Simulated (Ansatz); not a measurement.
**Relaxing MoI3 in the ReO3 type**

First guess:

```yaml
crystal:
  lattice:
    - [5.11065, 0.00000, 0.00000]
    - [0.00000, 5.11065, 0.00000]
    - [0.00000, 0.00000, 5.11065]
  atoms:
    - { symbol: Mo, position: [0.00000, 0.00000, 0.00000] }
    - { symbol: I, position: [0.50000, 0.00000, 0.00000] }
    - { symbol: I, position: [0.00000, 0.50000, 0.00000] }
    - { symbol: I, position: [0.00000, 0.00000, 0.50000] }
```

Level of theory: DFT, PBEsol, PAW with Ansatz's default frozen-core files, scalar-relativistic in Ansatz 0.2.0.

Cell and atoms relax within the symmetry of the start on a 7×7×7 k mesh with 0.08 eV Fermi–Dirac smearing.

The start is built from a prototype, known or not as a phase of this compound; the cutoff is 420 eV.

Spin polarisation is left out, and whether a magnetic state lies lower isn't shown here.

Spin–orbit coupling is left out, though it moves levels of the heavy atoms by tenths of an eV or more.

Question: What is the pressure of the first guess?

Answer: 12.59 GPa.

Question: What does it relax to?

Answer: a = 5.452 Å, b = 5.452 Å, c = 5.452 Å, α = 90.00°, β = 90.00°, γ = 90.00° (conventional cell), 40.52 Å³ per atom:
Space group Pm-3m (No. 221). a = 5.452 Å, b = 5.452 Å, c = 5.452 Å, α = 90.00°, β = 90.00°, γ = 90.00°
```
atom  site  symmetry       x       y       z
  Mo    1a      m-3m  0.0000  0.0000  0.0000
   I    3d    4/mm.m  0.5000  0.0000  0.0000
```

Question: How much energy does the relaxation release?

Answer: 232 meV/atom.
